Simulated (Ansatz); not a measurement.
Ansatz 0.2.0, single run: AgGePt

Input:

```yaml
crystal:
  lattice:
    - [2.039122, 3.531862, 0.0]
    - [-2.039122, 3.531862, 0.0]
    - [0.0, 0.0, 7.507118]
  atoms:
    - { symbol: Ag, position: [0.3333, 0.3334, 0.25] }
    - { symbol: Ag, position: [0.6666, 0.6667, 0.75] }
    - { symbol: Ge, position: [0.3333, 0.3334, 0.75] }
    - { symbol: Ge, position: [0.6666, 0.6667, 0.25] }
    - { symbol: Pt, position: [0.0, 0.0, 0.0] }
    - { symbol: Pt, position: [0.0, 0.0, 0.5] }
  symmetry: { tolerance: 0.0003 }
kpoints:
  mp_grid: { grid: [5, 5, 3], shift: [0, 0, 0] }
magnetization:
  spin_polarized: false
scf:
  occupations: { method: fermi_dirac }
hamiltonian:
  pseudopotentials: { kind: paw }
  xc: pbe
  dispersion: d4
basis:
  ecutwfc: 420
output:
  forces: true
  stress: true
  eigenvalues: true
```

Run with:

```bash
ansatz run input.yaml --threads 1 --pin off --max-ram 2560MiB --backend cpu --events-out ev --progress --plain --runs-dir out
```

Origin of the cell: a known structure type with other elements, at an estimated volume, so it need not be a known compound.

The smearing width isn't typed, so it takes its default of 0.1 eV.

Output (shortened):

```
Warning: the atoms were moved onto the symmetric positions of the space group found under crystal.symmetry.tolerance 3.0e-4 (fractional; no operation is sought that the atoms, as they stand i […]
Pseudopotentials: kind: paw
Pseudopotential: Ag, paw, valence charge 19, recommended cutoff 420 eV (normal), Ag.paw.azcp
Pseudopotential: Ge, paw, valence charge 14, recommended cutoff 420 eV (normal), Ge.paw.azcp
Pseudopotential: Pt, paw, valence charge 18, recommended cutoff 420 eV (normal), Pt.paw.azcp
Functional definition: PBE
  exchange = pbe_x(kappa = kappa, mu = beta*pi^2/3)
  correlation = pbe_c(beta = beta)
Crystal: 6 atoms, lattice volume = 108.131 Å³
Basis set: ecut = 420 eV, 2089 PW (Γ), exchange–correlation on 60×60×108 points (8 copies of the dense FFT grid, shifted against one another)
Bands: 62, of which v1, the nominal top of the filled ones, is band 51 counted from 1 (50 counted from 0)
Symmetry: 24 space group operations
[… 8 lines left out …]
Initial density: superposition of atomic densities (neutral atoms: chi_scale 0, normalization atom), corrected by the library's trained network
Functional: x = pbe(κ = 0.804, μ = 0.219515), c = pbe(β = 0.066725)
SCF iter   1: F=—  HF=-48817.555749 eV  Δρ=3.22e-3  dr2=6.20e-3  defer=5
SCF iter   2: F=—  HF=-48817.558617 eV  Δρ=1.83e-3  dr2=2.22e-3  defer=6
SCF iter   3: F=—  HF=-48817.558743 eV  Δρ=3.60e-4  dr2=1.33e-4  defer=6
SCF iter   4: F=—  HF=-48817.558736 eV  Δρ=1.33e-4  dr2=2.97e-5  defer=6
SCF iter   5: F=—  HF=-48817.558735 eV  Δρ=5.12e-5  dr2=2.15e-6  defer=6
SCF iter   6: F=—  HF=-48817.558735 eV  Δρ=1.76e-5  dr2=2.28e-7  defer=6
SCF iter   7: F=-48817.558735 eV  HF=-48817.558735 eV  Δρ=7.75e-6  dr2=5.48e-8
SCF 1 converged in 7 iterations: F = -48817.558735 eV  dr2 = 5.48e-8
SCF converged after 7 iterations
Free energy (F): -48817.558735 eV
Harris-Foulkes:  -48817.558735 eV  (|F-HF|=1.70e-8)
Internal energy: -48817.450790 eV  (E = F + TS)
E sigma→0 (E₀):  -48817.504762 eV
Entropy (-TS):   -0.107945 eV (-17.991 meV/atom)
Fermi energy:    15.585071 eV
--- Per-component energies (eV) ---
  E_band       = -1195.787491
  E_kinetic    = 2552.262013
  E_local      = -12865.928005  (includes V_loc(G=0)·N_el)
  E_nonlocal   = 1395.036963
  E_hartree    = 5471.774275
  E_xc         = -1043.670095
  E_vxc        = -1203.556652  (∫ρ·V_xc dr)
  E_paw        = -30747.396533  (= ΣΔE_a)
  E_vpaw       = -2017.165429  (= ΣTr[D̂ρ^β])
  E_aug_tail   = 0.001686  (compensation charges beyond the density's cutoff)
  E_ewald      = -13576.383262
  E_disp       = -3.147832  (pairwise vdW)
  E_smearing   = -0.107945  (= −TS)
  Σ components = -48817.558735   (vs F -48817.558735, Δ=0.00e0)
--- Forces (eV/Å), atoms counted from 1 ---
  atom   1  Ag    -0.000000     0.000000     0.000000
  atom   2  Ag     0.000000    -0.000000     0.000000
  atom   3  Ge    -0.000000     0.000000     0.000000
  atom   4  Ge    -0.000000     0.000000     0.000000
  atom   5  Pt    -0.000000    -0.000000     0.000000
  atom   6  Pt    -0.000000    -0.000000     0.000000
  max |Σ_I F_I| component: 5.55e-17 eV/Å
--- Stress (GPa, compression-positive) ---
        7.745244       0.000000       0.000000
        0.000000       7.745244       0.000000
        0.000000       0.000000     -17.531397
  P = ⅓ Tr σ = -0.6803 GPa (-6.803 kbar)
```

Caveats: no moments, though an odd count or open d shells may carry them; no spin-orbit coupling, though heavy elements are present; the k mesh is coarse if the cell is a metal.

The run took 1.6 s on 1 thread of AMD EPYC 9R45 96-Core Processor (Zen 5) (shared host), peak memory 0.46 GiB, from the program's own first density.
